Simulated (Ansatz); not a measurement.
# RbNbBr₃: settings compared (Ansatz)

The command:

```bash
ansatz run input.yaml --threads 1 --pin off --max-ram 2560MiB --backend cpu --events-out ev --progress --plain --runs-dir out
```

Input:

```yaml
crystal:
  lattice:
    - [3.784621, 6.555154, 0.0]
    - [-3.784621, 6.555154, 0.0]
    - [0.0, 0.0, 6.319367]
  atoms:
    - { symbol: Nb, position: [0.0, 0.0, 0.0] }
    - { symbol: Nb, position: [0.0, 0.0, 0.5] }
    - { symbol: Rb, position: [0.3333, 0.3334, 0.75] }
    - { symbol: Rb, position: [0.6666, 0.6667, 0.25] }
    - { symbol: Br, position: [0.16, 0.16, 0.25] }
    - { symbol: Br, position: [0.84, 0.32, 0.75] }
    - { symbol: Br, position: [0.68, 0.16, 0.25] }
    - { symbol: Br, position: [0.84, 0.84, 0.75] }
    - { symbol: Br, position: [0.16, 0.68, 0.25] }
    - { symbol: Br, position: [0.32, 0.84, 0.75] }
  symmetry: { tolerance: 0.0003 }
kpoints:
  mp_grid: { grid: [3, 3, 3], shift: [0, 0, 0] }
magnetization:
  spin_polarized: false
scf:
  occupations: { method: fermi_dirac, width: 0.0457 }
hamiltonian:
  pseudopotentials: { kind: paw }
  xc: r2scan
basis:
  ecutwfc: 500
output:
  forces: true
  stress: true
  eigenvalues: true
  write_density: true
  write_potential: true
  elf: true
  volumetric_format: npy
```

Origin of the cell: a known structure type with other elements, at an estimated volume, so it need not be a known compound.

Output of this run (shortened):

```
SCF iter   1: F=—  HF=-32451.129298 eV  Δρ=5.65e-3  dr2=1.36e-1  dr2_τ=6.94e-2  defer=3
SCF iter   2: F=—  HF=-32451.235275 eV  Δρ=2.72e-3  dr2=4.53e-2  dr2_τ=1.07e-3  defer=14
SCF iter   3: F=—  HF=-32451.236119 eV  Δρ=2.07e-3  dr2=3.36e-2  dr2_τ=1.78e-4  defer=14
SCF iter   4: F=—  HF=-32451.231736 eV  Δρ=1.30e-3  dr2=8.41e-3  dr2_τ=9.38e-5  defer=14
SCF iter   5: F=—  HF=-32451.231365 eV  Δρ=4.56e-4  dr2=1.36e-3  dr2_τ=2.58e-5  defer=14
SCF iter   6: F=—  HF=-32451.231407 eV  Δρ=1.36e-4  dr2=9.35e-5  dr2_τ=3.94e-6  defer=14
SCF iter   7: F=—  HF=-32451.231742 eV  Δρ=3.71e-5  dr2=4.95e-6  dr2_τ=1.95e-7  defer=14
SCF iter   8: F=—  HF=-32451.231746 eV  Δρ=8.72e-6  dr2=2.34e-7  dr2_τ=1.12e-8  defer=14
SCF iter   9: F=-32451.231746 eV  HF=-32451.231746 eV  Δρ=1.47e-6  dr2=9.37e-9  dr2_τ=4.65e-10
SCF 1 converged in 9 iterations: F = -32451.231746 eV  dr2 = 9.37e-9
SCF converged after 9 iterations
Free energy (F): -32451.231746 eV
Harris-Foulkes:  -32451.231746 eV  (|F-HF|=1.68e-9)
Internal energy: -32451.076293 eV  (E = F + TS)
E sigma→0 (E₀):  -32451.154019 eV
Entropy (-TS):   -0.155453 eV (-15.545 meV/atom)
Fermi energy:    7.226838 eV
--- Per-component energies (eV) ---
  E_band       = -705.029153
  E_kinetic    = 1984.259257
  E_local      = -6023.128836  (includes V_loc(G=0)·N_el)
  E_nonlocal   = 1008.463979
  E_hartree    = 2032.372779
  E_xc         = -2094.465795
  E_vxc        = -1462.638088  (∫ρ·V_xc dr)
  E_paw        = -25073.149088  (= ΣΔE_a)
  E_vpaw       = -356.941306  (= ΣTr[D̂ρ^β])
  E_aug_tail   = 0.000006  (compensation charges beyond the density's cutoff)
  E_vtau       = 80.214415  (kinetic-family band-sum trace: ∫τ·v_τ [+ j·A + Jᵃ·Aᵃ] dr)
  E_ewald      = -4283.800716
  E_core_change = -1.627879  (= ΣΔE_core)
  E_smearing   = -0.155453  (= −TS)
  Σ components = -32451.231746   (vs F -32451.231746, Δ=0.00e0)
--- Forces (eV/Å), atoms counted from 1 ---
  atom   1  Nb     0.000000     0.000000    -0.000000
[… 4 lines left out …]
  atom   6  Br    -0.942505     0.544156     0.000000
  atom   7  Br    -0.942505    -0.544156     0.000000
  atom   8  Br     0.000000    -1.088311     0.000000
  atom   9  Br     0.942505    -0.544156     0.000000
  atom  10  Br     0.942505     0.544156     0.000000
  max |Σ_I F_I| component: 9.99e-16 eV/Å
--- Stress (GPa, compression-positive) ---
        2.683471      -0.000000       0.000000
        0.000000       2.683471       0.000000
        0.000000       0.000000      -1.025319
  P = ⅓ Tr σ = 1.4472 GPa (14.472 kbar)
```

The same input was run again with these changes:

1. `hamiltonian.hubbard` default → { sites: [{ species: Nb, l: d, u_eff: 3.0 }], double_counting: amf }; `basis.ecutwfc` 500 → "200 eV"
2. `total_charge` default → 1; `hamiltonian.hubbard` default → { sites: [{ species: Nb, l: d, u_eff: 4.0 }], double_counting: fll }
3. `hamiltonian.pseudopotentials` { kind: paw } → { kind: nc }; `basis.ecutrho_ratio` default → 12; `basis.ecutwfc` 500 → "350 eV"
4. `hamiltonian.dispersion` default → d4; `total_charge` default → 1

```json
{"run": "base", "end": "converged", "SCF iterations": "9", "P (GPa)": "1.45", "max force component (eV/Å)": "1.088", "moment (μB)": "–", "ΔE(σ→0) (meV/atom)": "0"}
{"run": "1", "end": "converged", "SCF iterations": "10", "P (GPa)": "1.94", "max force component (eV/Å)": "1.195", "moment (μB)": "–", "ΔE(σ→0) (meV/atom)": "–"}
{"run": "2", "end": "converged", "SCF iterations": "10", "P (GPa)": "–", "max force component (eV/Å)": "1.031", "moment (μB)": "–", "ΔE(σ→0) (meV/atom)": "–"}
{"run": "3", "end": "converged", "SCF iterations": "10", "P (GPa)": "1.32", "max force component (eV/Å)": "1.069", "moment (μB)": "–", "ΔE(σ→0) (meV/atom)": "–"}
{"run": "4", "end": "converged", "SCF iterations": "10", "P (GPa)": "–", "max force component (eV/Å)": "0.774", "moment (μB)": "–", "ΔE(σ→0) (meV/atom)": "–"}
```

Energies are compared only where functional, datasets, charge and starting cell are the same.

Not properties of the system: run 1 (too coarse or loose: `basis.ecutwfc` = "200 eV"), run 3 (too coarse or loose: `basis.ecutwfc` = "350 eV").

Caveats of the base run: no moments, though an odd count or open d shells may carry them; the k mesh is coarse if the cell is a metal.

Run 1: the cutoff lies below the datasets' advice.
Run 2: charged cell with a uniform background, whose pressure depends on convention.
Run 3: the cutoff lies below the datasets' advice.
Run 4: charged cell with a uniform background, whose pressure depends on convention.

Time of the base run: 28 s on 1 thread of Arm Neoverse V1, on a shared host, peak memory 1.3 GiB, from the program's own first density.
